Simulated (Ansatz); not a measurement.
Values for one crystal, relaxed and computed with DFT-LDA in the program Ansatz with PAW potentials; other levels are named.

| Quantity | Value |
|---|---|
| Volume per atom | 12.73 Å³ |
| Band gap | 1.17 eV (smallest direct gap 1.17 eV) |
| Young's modulus | 170 GPa |
| Electron effective mass | 0.18 mₑ (isotropic) |
| Mechanical stability | stable (all eigenvalues of C positive) |
| Highest zone-centre frequency (without LO–TO term) | 76.5 meV |
| Poisson's ratio | 0.34 |

Q: Pick the material that matches.
A) BaZrO3, cubic perovskite
B) TeO2, P4_32_12 (Te on 4a, O on 8b)
C) In2O3, bixbyite
D) LaOF, R-3m (La on 6c, O on 6c, F on 6c)

A: C, In2O3, bixbyite

Space group Ia-3 (bixbyite). The cell was relaxed with LDA under the symmetry of its start. Scalar-relativistic: spin–orbit coupling is off unless named, which matters more the heavier the elements.

Potentials: the later of the program's two PAW sets.
